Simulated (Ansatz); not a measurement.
Here is the system:

Si3N4:
```xyz
14
Lattice="0.0000 3.8650 3.8650 3.8650 0.0000 3.8650 3.8650 3.8650 0.0000" Properties=species:S:1:pos:R:3 pbc="T T T"
Si     2.8987     2.8987     4.8312
Si     2.8987     4.8312     2.8987
Si     4.8312     4.8312     4.8312
Si     4.8312     2.8987     2.8987
Si     1.9325     1.9325     1.9325
Si     0.0000     0.0000     0.0000
N      6.7063     6.7063     6.7063
N      2.9562     4.7738     4.7738
N      4.8887     4.8887     6.7063
N      4.7738     2.9562     4.7738
N      6.7063     4.8887     4.8887
N      2.9562     2.9562     2.9562
N      4.8887     6.7063     4.8887
N      4.7738     4.7738     2.9562
```

This is the r²SCAN-relaxed structure.

All from plane-wave PAW r²SCAN (Ansatz code), unless another level is named. Predict the electron effective mass, band 2 of 3 at the edge.

0.33 along [100], 0.38 along [110], 0.36 along [111] (mₑ).

Predict the formation energy from the elements (no fitted shifts).

-1.11 eV/atom.

Predict the valence-band maximum.

on the K–Γ line, 60 % of the way from K.

Space group Fd-3m. The cell was relaxed with r²SCAN under the symmetry of its start; of distortions, only those at the zone centre were tested. The references are the lowest solids computed at this level, not always the standard phases (solids in place of the gases).

Potentials: the earlier of the program's two PAW sets.

Edges and masses are those of Kohn–Sham bands, whose gap is no quasiparticle gap.
